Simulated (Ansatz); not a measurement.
Starting cell, BAs (zinc blende):

```
BAs
1.0
    0.00000     4.80934     4.80934
    2.40467     0.00000     2.40467
    2.40467     2.40467     0.00000
As B
2 2
Direct
  0.37500   0.75000   0.75000
  0.87500   0.75000   0.75000
  0.00000   0.00000   0.00000
  0.50000   0.00000   0.00000
```

The atoms are displaced by Q × the pattern below (from a DFPT mode at L = (0.5, 0.0, 0.0), largest move 1; Q in Å), at fixed cell. It is one choice among 2 degenerate patterns. (q is in reciprocal vectors of the primitive cell; the cell shown is doubled to hold the pattern.)

| atom | x | y | z |
|---|---|---|---|
| As1 | -0.036 | 0.066 | -0.102 |
| As2 | 0.036 | -0.066 | 0.102 |
| B3 | -0.285 | 0.520 | -0.805 |
| B4 | 0.285 | -0.520 | 0.805 |

Level of theory: PBE (plane waves to 420 eV, PAW, scalar-relativistic; Ansatz, a first-principles code). k mesh 6×12×12 (Γ-centred), Fermi-Dirac smearing 0.05 eV. The energy includes the smearing's −TS. BAs was relaxed with its symmetry unable to fall. ΔE is measured from the undisplaced structure.

| Q (Å) | ΔE (meV/cell) |
|---|---|
| -0.1000 | 187.2 |
| -0.0833 | withheld |
| -0.0667 | 83.1 |
| -0.0500 | 46.7 |
| -0.0333 | 20.7 |
| -0.0167 | 5.2 |
| 0.0000 | 0.0 |
| 0.0167 | 5.2 |
| 0.0333 | 20.7 |
| 0.0500 | 46.7 |
| 0.0667 | 83.1 |
| 0.0833 | withheld |
| 0.1000 | 187.2 |

Problem. Fit an even polynomial form (powers 2, 4) to the given rows and predict ΔE at Q = -0.0833.

Solution. Least squares on the 11 given rows: ΔE = (18650)·Q² + (6558)·Q⁴, in meV/cell with Q in Å; root-mean-square residual 0.02 meV/cell. At -0.0833 the fit gives 129.7 meV/cell; the calculation gives 129.9 meV/cell, so the interpolation is off by -0.2 (-0.2 %). The quadratic term alone would give 129.4 meV/cell.

(For displaced atoms, the force is minus the slope of the energy, and its curvature is a force constant, which sets phonon frequencies.)
